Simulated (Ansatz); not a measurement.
The start is a relaxed Si2Ni cell, doubled along one cell vector, shaken by Gaussian noise of σ = 0.08 Å a coordinate. Cell shape, volume and atoms are optimised at zero target pressure with PBEsol (plane waves to 420 eV, PAW, scalar-relativistic; Ansatz, a program for electronic structure). First-step values are on the input's coarse k-mesh.

Ansatz input (later rounds restart from its end on a renewed k-mesh):
Ansatz 0.2 input:
```yaml
crystal:
  lattice:
    - [0, 4.1166651757, 4.4401141631]
    - [4.0430489938, 0, 8.8802283262]
    - [2.0215244969, 4.1166651757, 0]
  atoms:
    - { symbol: Si, position: [0.6712284033, 0.1680642925, 0.6345704338] }
    - { symbol: Si, position: [0.6362094465, 0.6648495786, 0.7081400655] }
    - { symbol: Si, position: [0.3485378104, 0.3245861623, 0.3703187602] }
    - { symbol: Si, position: [0.3633299174, 0.823397834, 0.2946770315] }
    - { symbol: Si, position: [0.6212672115, 0.447602669, 0.5642700767] }
    - { symbol: Si, position: [0.6100690963, 0.9492258053, 0.5478321358] }
    - { symbol: Si, position: [0.9098427037, 0.3003155999, 0.909057811] }
    - { symbol: Si, position: [0.9178349637, 0.8014868128, 0.8694704657] }
    - { symbol: Ni, position: [-0.0308897123, 0.0203433941, 0.0008404122] }
    - { symbol: Ni, position: [-0.0036124158, 0.5043199312, -0.0247637184] }
    - { symbol: Ni, position: [0.2264517213, 0.1338078152, 0.2377401836] }
    - { symbol: Ni, position: [0.2448733902, 0.6304105468, 0.2492753761] }
basis: { ecutwfc: 420, ecutrho_ratio: 4, xc_grid: 2, fft_grid_basis: typed }
kpoints: { mp_grid: { grid: [7, 4, 7] } }
hamiltonian:
  xc: pbesol
  dispersion: none
  pseudopotentials: { azcp: { folder: ./paw }, kind: paw }
scf: { occupations: { method: fermi_dirac, width: 0.05 } }
relax: { f_tol: 0.01, max_steps: 100, cell: { stress_tol: 0.02 } }
output: { forces: true, stress: true }
```

Task: What pressure does the first self-consistent step give?

Result: +4 GPa (positive: the cell is compressed).

Task: How does the volume change?

Result: +3.8 %, from 12.32 to 12.79 Å³/atom.

Task: How do the shortest distances between atoms change?

Result: The closest pairs of elements (up to four, under 3.6 Å), start → end: Ni–Si 2.21 → 2.25 Å; Si–Si 2.25 → 2.36 Å; Ni–Ni 3.11 → 2.48 Å.

Task: What band gap does the relaxed structure have at this level?

Result: No gap (metallic).

Task: What does it relax into? Give the structure.

Result: 
```xyz
12
Lattice="4.5341 0.0000 0.0000 -1.6783 5.0478 0.0000 -1.4582 -2.0517 6.7062" Properties=species:S:1:pos:R:3 pbc="T T T"
Si    -0.9539     3.4123     0.9325
Si     0.5382     2.9795     3.8531
Si     1.2743     2.7029     1.2742
Si    -1.6761     2.1837     5.2163
Si     0.8594     0.0166     2.8532
Si     2.3516    -0.4161     5.7737
Si     3.0738     0.8125     1.4899
Si     0.1234     0.2933     5.4320
Ni     0.3816     2.4053     6.3102
Ni    -1.7549     2.8350     3.0617
Ni     1.0161     0.5908     0.3961
Ni     3.1526     0.1611     3.6445
```

Final values are on a 10×9×6 k-mesh of the relaxed cell. No spin polarisation in the result. A magnetic state may lie lower.

The relaxed structure here is a generated cell of Si2Ni: the first start was made by placing the elements on the sites of a structure type, and the end was not matched to a known phase here, so it may be hypothetical. Known forms of Si2Ni include space group No. 225.
